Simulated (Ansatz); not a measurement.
A geometry of Sr away from equilibrium: the start of the relaxation of a relaxed Sr cell shaken by Gaussian noise of σ = 0.08 Å a coordinate. All values below come from r2SCAN (plane waves to 500 eV, PAW, scalar-relativistic; Ansatz, a quantum-chemistry and plane-wave program). Γ-centred k-mesh 5×5×5 on the run's cell (coarser than for final values), Fermi–Dirac smearing 0.05 eV.

```xyz
8
Lattice="7.6861 0.0000 0.0000 0.0000 7.6861 0.0000 0.0000 0.0000 7.6861" Properties=species:S:1:pos:R:3 pbc="T T T"
Sr     2.0192    -0.0587     3.7864
Sr     5.7218    -0.0830     3.7812
Sr     0.0657     3.7607     1.7466
Sr     0.1794     3.8387     5.7482
Sr     3.9168     1.9371    -0.2039
Sr     3.9437     5.7698    -0.0120
Sr     0.0778    -0.0626    -0.0307
Sr     3.8807     3.8178     3.7440
```

**Question.** Give the Cartesian forces on all atoms (eV/Å).

**Answer.** 
```tsv
atom	Fx	Fy	Fz
Sr1	-0.32	0.04	0.00
Sr2	0.39	0.06	0.00
Sr3	-0.02	0.03	0.41
Sr4	-0.14	-0.04	-0.38
Sr5	0.01	-0.07	0.13
Sr6	-0.03	-0.01	-0.08
Sr7	0.01	0.04	-0.06
Sr8	0.10	-0.05	-0.03
```

**Question.** What is the pressure?

**Answer.** 0.0 GPa, compression positive.

**Question.** How much energy per atom can still be gained by relaxing?

**Answer.** 0.01 eV/atom; the path ends in P1 (No. 1) at a tolerance of 0.01 Å, Pm-3n (No. 223) at 0.1 Å.

No spin polarisation in the result.

The end of the path is a generated cell of Sr: the first start was made by placing the elements on the sites of a structure type, and the end was not matched to a known phase here, so it may be hypothetical. Known forms of Sr include space group No. 225.
